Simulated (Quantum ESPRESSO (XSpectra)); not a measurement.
Quantum ESPRESSO (XSpectra) run for X-ray absorption at the Se K edge of HgSe (F-43m). Geometry: Materials Project entry mp-820 (a computed structure). The cell is the entry's, not relaxed again. The ground-state test found no gap over 0.25 eV with this functional, so the cell is neutral with smeared occupations; energies count from the Fermi level. pw.x input:

```
&CONTROL
  calculation = 'scf'
  prefix = 'x'
  pseudo_dir = './pseudo'
  outdir = './out'
/
&SYSTEM
  ibrav = 0
  nat = 12
  ntyp = 3
  ecutwfc = 48
  input_dft = 'PZ'
  occupations = 'smearing'
  smearing = 'mv'
  degauss = 0.02
/
&ELECTRONS
  conv_thr = 1.2e-07
  mixing_beta = 0.4
/
ATOMIC_SPECIES
Seh 78.971 Se.lda-tm-gipaw-star1s.UPF
Hg 200.592 Hg.upf
Se 78.971 Se.lda-tm-gipaw.UPF
CELL_PARAMETERS angstrom
  -3.096325000    3.096325000    6.192650000
   3.096325000    6.192650000    3.096325000
  -3.096325000    6.192650000   -3.096325000
ATOMIC_POSITIONS crystal
Hg     0.000000000    0.000000000    0.000000000
Hg     0.000000000    0.500000000    0.500000000
Hg     0.333333333    0.333333333    0.000000000
Hg     0.666666667    0.166666667    0.500000000
Hg     0.333333333    0.833333333    0.500000000
Hg     0.666666667    0.666666667    0.000000000
Seh    0.000000000    0.375000000    0.875000000
Se     0.000000000    0.875000000    0.375000000
Se     0.333333333    0.708333333    0.875000000
Se     0.666666667    0.541666667    0.375000000
Se     0.333333333    0.208333333    0.375000000
Se     0.666666667    0.041666667    0.875000000
K_POINTS automatic
4 4 4 0 0 0
```

xspectra.x input:

```
&input_xspectra
  calculation = 'xanes_dipole'
  edge = 'K'
  prefix = 'x'
  outdir = './out'
  xonly_plot = .false.
  xiabs = 1
  xcoordcrys = .false.
  xepsilon(1) = 1.0
  xepsilon(2) = 0.0
  xepsilon(3) = 0.0
  xe0 = 7.7089
  xniter = 1500
  xcheck_conv = 50
  xerror = 0.002
  x_save_file = 'x0.sav'
/
&plot
  xnepoint = 451
  xemin = -5.0
  xemax = 40.0
  xgamma = 1.5
  terminator = .true.
  cut_occ_states = .true.
/
&pseudos
  filecore = 'core.wfc'
/
&cut_occ
  cut_desmooth = 0.1
  cut_stepl = 0.01
  cut_ierror = 1e-6
/
4 4 3 1 1 1
```

End of the pw.x output:

```
   -56.1646 -56.1508 -56.1507 -56.1494 -56.1494 -56.1453 -56.1451 -56.1371
   -56.1166 -56.1150 -55.9569 -55.9569 -55.9554 -55.9553 -55.9536 -55.9535
    -8.9383  -6.0175  -5.9427  -5.9395  -5.9381  -5.8284  -0.2613  -0.2482
    -0.2209   0.0239   0.0603   0.0994   0.1120   0.1294   0.1372   0.1567
     0.1846   0.2227   0.2238   0.2930   0.3120   0.3326   0.3623   0.4272
     0.5285   0.5323   0.5658   0.5682   0.5771   0.6249   0.6494   0.7132
     0.7422   0.7514   0.7646   0.8444   1.7265   1.9684   2.3950   2.5199
     2.6371   2.8617   3.8991   4.1332   4.2620   4.6695   4.8566   5.0393
     5.1066   5.2214   5.3164   5.5009   5.5818   5.6128   8.6070   8.6995
     8.8502   8.9527   9.1469   9.3109  10.7924  10.8334  10.8372  10.9309
    11.0924  11.1715  12.6893  12.8662  12.9454  12.9729  13.2694

     the Fermi energy is     7.7089 ev

!    total energy              =   -2236.24636483 Ry
     estimated scf accuracy    <       0.00000004 Ry
     smearing contrib. (-TS)   =      -0.00114627 Ry
     internal energy E=F+TS    =   -2236.24521856 Ry

     The total energy is F=E-TS. E is the sum of the following terms:
     one-electron contribution =   -1308.21184319 Ry
     hartree contribution      =     676.59899743 Ry
     xc contribution           =    -473.37912004 Ry
     ewald contribution        =   -1131.25325276 Ry

     convergence has been achieved in  10 iterations

     XML data file, charge density, pseudopotentials, collected wavefunctions
```

xspectra.x output, shortened:

```
... Begin STEP 1 ...

        Radial transition matrix element(s) used in the calculation of the
        initial vector of the Lanczos basis (|tilde{phi}_abs> normalized)
        | For PAW proj. (l=1) #1: radial matrix element =   0.003687209
        | For PAW proj. (l=1) #2: radial matrix element =   0.004737717

NB: the    12 k-point are not all listed below because npool=  4
        |-------------------------------------------------------------
        ! k-point #     1:  (-0.0765,  0.1786,  0.0255),  0.0417,   1
        |-------------------------------------------------------------
 okvan= F
        |   Norm of the initial Lanczos vector: 0.28541841E-02
        !   => CONVERGED at iter    300 with error=  0.00119234
        |-------------------------------------------------------------
        ! k-point #     2:  (-0.2807,  0.3827, -0.1786),  0.0417,   1
        |-------------------------------------------------------------
 okvan= F
        |   Norm of the initial Lanczos vector: 0.28541668E-02
        !   => CONVERGED at iter    300 with error=  0.00146609
        |-------------------------------------------------------------
        ! k-point #     3:  (-0.4848,  0.5869, -0.3827),  0.0417,   1
        |-------------------------------------------------------------
 okvan= F
        |   Norm of the initial Lanczos vector: 0.28541792E-02
        !   => CONVERGED at iter    300 with error=  0.00139763
        |-------------------------------------------------------------

        ...
... Begin STEP 2 ...

     The spectrum is calculated using the following parameters:
        xe0 [eV]:    7.7089
        the occupied states are elimintate from the spectrum
        xemin [eV]:  -5.00
        xemax [eV]:  40.00
        xnepoint:  451
        constant broadening parameter [eV]:    1.500
        Core level energy [eV]: -0.1266E+05
         (from electron binding energy of neutral atoms in X-ray data booklet)

     Cross-section successfully written in xanes.dat

     ... End STEP 2 ...

     xanes        :     50.34s CPU     50.54s WALL (       1 calls)

     -------------------------------------------------------------------------
                                END JOB XSpectra
     -------------------------------------------------------------------------
```

xanes.dat for the field along x, every fifth line (energy in eV, cross section):

```
   -5.000   6.7410e-05
   -4.500   7.5910e-05
   -4.000   8.6450e-05
   -3.500   9.9780e-05
   -3.000   1.1700e-04
   -2.500   1.3990e-04
   -2.000   1.7100e-04
   -1.500   2.1450e-04
   -1.000   2.7610e-04
   -0.500   3.6080e-04
    0.000   4.6550e-04
    0.500   5.6990e-04
    1.000   6.4460e-04
    1.500   6.6920e-04
    2.000   6.5070e-04
    2.500   6.2520e-04
    3.000   6.2530e-04
    3.500   6.5570e-04
    4.000   6.9980e-04
    4.500   7.4040e-04
    5.000   7.6290e-04
    5.500   7.5530e-04
    6.000   7.2860e-04
    6.500   6.9880e-04
    7.000   6.6560e-04
    7.500   6.2500e-04
    8.000   5.7280e-04
    8.500   5.1290e-04
    9.000   4.6330e-04
    9.500   4.3680e-04
   10.000   4.3340e-04
   10.500   4.4740e-04
   11.000   4.7490e-04
   11.500   5.1170e-04
   12.000   5.5080e-04
   12.500   5.8740e-04
   13.000   6.1800e-04
   13.500   6.3620e-04
   14.000   6.3860e-04
   14.500   6.2450e-04
   15.000   5.9470e-04
   15.500   5.5950e-04
   16.000   5.3120e-04
   16.500   5.1350e-04
   17.000   5.0390e-04
   17.500   5.0050e-04
   18.000   5.0240e-04
   18.500   5.0820e-04
   19.000   5.1800e-04
   19.500   5.3290e-04
   20.000   5.5180e-04
   20.500   5.7160e-04
   21.000   5.8800e-04
   21.500   5.9480e-04
   22.000   5.9050e-04
   22.500   5.8320e-04
   23.000   5.8280e-04
   23.500   5.8920e-04
   24.000   5.9500e-04
   24.500   5.9820e-04
   25.000   6.0210e-04
   25.500   6.0500e-04
   26.000   6.0390e-04
   26.500   6.0360e-04
   27.000   6.1090e-04
   27.500   6.2220e-04
   28.000   6.2490e-04
   28.500   6.1500e-04
   29.000   6.0170e-04
   29.500   5.9130e-04
   30.000   5.8080e-04
   30.500   5.6690e-04
   31.000   5.5240e-04
   31.500   5.3970e-04
   32.000   5.2770e-04
   32.500   5.1640e-04
   33.000   5.0980e-04
   33.500   5.0880e-04
   34.000   5.0790e-04
   34.500   5.0230e-04
   35.000   4.9520e-04
   35.500   4.9140e-04
   36.000   4.9030e-04
   36.500   4.8830e-04
   37.000   4.8590e-04
   37.500   4.8630e-04
   38.000   4.8800e-04
   38.500   4.8580e-04
   39.000   4.7660e-04
   39.500   4.6320e-04
   40.000   4.4940e-04
```
